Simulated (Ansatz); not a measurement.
Every step of a relaxation of Ga (omega type)

DFT, PBEsol, PAW with Ansatz's default frozen-core files, scalar-relativistic (Ansatz 0.2.0); a Γ-centred 9×9×13 k mesh, Fermi–Dirac smearing of 0.08 eV, no spin polarisation. The run relaxes cell and atoms at a target pressure of 100 GPa.

Command: `ansatz run input.yaml --threads 1 --pin off --max-ram 3584MiB --backend cpu --events-out ev --progress --plain --runs-dir out` It took 35 s on 1 thread of Arm Neoverse V2 (shared host), peak memory 0.35 GiB.

PAW: frozen-core files, cutoff 420 eV; forces are relaxed below 0.005 eV/Å.

Each step lists its enthalpy F + pV a cell above the last geometry, the pressure, the cell vectors (Å), and Cartesian positions (Å) with forces (eV/Å).

The first step:

```
step 1  dH = 48.79 meV  P = 102.5 GPa
  cell 3.9253 0.0000 0.0000  -1.9626 3.3994 0.0000  0.0000 0.0000 2.4337
  Ga 0.0000 0.0000 0.0000   0.0000 0.0000 0.0000
  Ga 0.0000 2.2663 1.2168   0.0000 0.0000 0.0000
  Ga 1.9626 1.1331 1.2168   0.0000 0.0000 0.0000
```

The PAW files were made under PBE.

The symmetry of the start is kept and no stability test is made, so the end need not be the stable phase.

Problem. Where does the relaxation end, and by which steps?

Solution. After 7 geometries, with conventional a, b, c = 3.989, 3.989, 2.369 Å, at 10.883 Å³/atom (+0.54 % against the start) in space group P6/mmm, with a shortest distance of 2.303 Å. The further steps:
```
step 2  dH = 23.69 meV  P = 100.2 GPa
  cell 3.9524 0.0000 0.0000  -1.9762 3.4228 0.0000  0.0000 0.0000 2.4126
  Ga 0.0000 0.0000 0.0000   0.0000 0.0000 0.0000
  Ga 0.0000 2.2819 1.2063   0.0000 0.0000 0.0000
  Ga 1.9762 1.1409 1.2063   0.0000 0.0000 0.0000
step 3  dH = 59.49 meV  P = 104.5 GPa  (not accepted)
  cell 4.0348 0.0000 0.0000  -2.0174 3.4943 0.0000  0.0000 0.0000 2.2955
  Ga 0.0000 0.0000 0.0000   0.0000 0.0000 0.0000
  Ga 0.0000 2.3295 1.1478   0.0000 0.0000 0.0000
  Ga 2.0174 1.1648 1.1478   0.0000 0.0000 0.0000
step 4  dH = 0.34 meV  P = 99.3 GPa
  cell 3.9882 0.0000 0.0000  -1.9941 3.4539 0.0000  0.0000 0.0000 2.3740
  Ga 0.0000 0.0000 0.0000   0.0000 0.0000 0.0000
  Ga 0.0000 2.3026 1.1870   0.0000 0.0000 0.0000
  Ga 1.9941 1.1513 1.1870   0.0000 0.0000 0.0000
step 5  dH = 0.03 meV  P = 100.1 GPa
  cell 3.9901 0.0000 0.0000  -1.9950 3.4555 0.0000  0.0000 0.0000 2.3673
  Ga 0.0000 0.0000 0.0000   0.0000 0.0000 0.0000
  Ga 0.0000 2.3037 1.1837   0.0000 0.0000 0.0000
  Ga 1.9950 1.1518 1.1837   0.0000 0.0000 0.0000
step 6  dH = 0.00 meV  P = 100.0 GPa
  cell 3.9887 0.0000 0.0000  -1.9944 3.4543 0.0000  0.0000 0.0000 2.3695
  Ga 0.0000 0.0000 0.0000   0.0000 0.0000 0.0000
  Ga 0.0000 2.3029 1.1847   0.0000 0.0000 0.0000
  Ga 1.9944 1.1514 1.1847   0.0000 0.0000 0.0000
step 7  dH = 0.00 meV  P = 100.0 GPa
  cell 3.9891 0.0000 0.0000  -1.9946 3.4547 0.0000  0.0000 0.0000 2.3691
  Ga 0.0000 0.0000 0.0000   0.0000 0.0000 0.0000
  Ga 0.0000 2.3031 1.1845   0.0000 0.0000 0.0000
  Ga 1.9946 1.1516 1.1845   0.0000 0.0000 0.0000
step 8  dH = 0.02 meV  P = 100.0 GPa  (same geometry on a basis chosen anew; earlier energies don't compare to the last digit)
  cell 3.9891 0.0000 0.0000  -1.9946 3.4547 0.0000  0.0000 0.0000 2.3691
  Ga 0.0000 0.0000 0.0000   0.0000 0.0000 0.0000
  Ga 0.0000 2.3031 1.1845   0.0000 0.0000 0.0000
  Ga 1.9946 1.1516 1.1845   0.0000 0.0000 0.0000
```
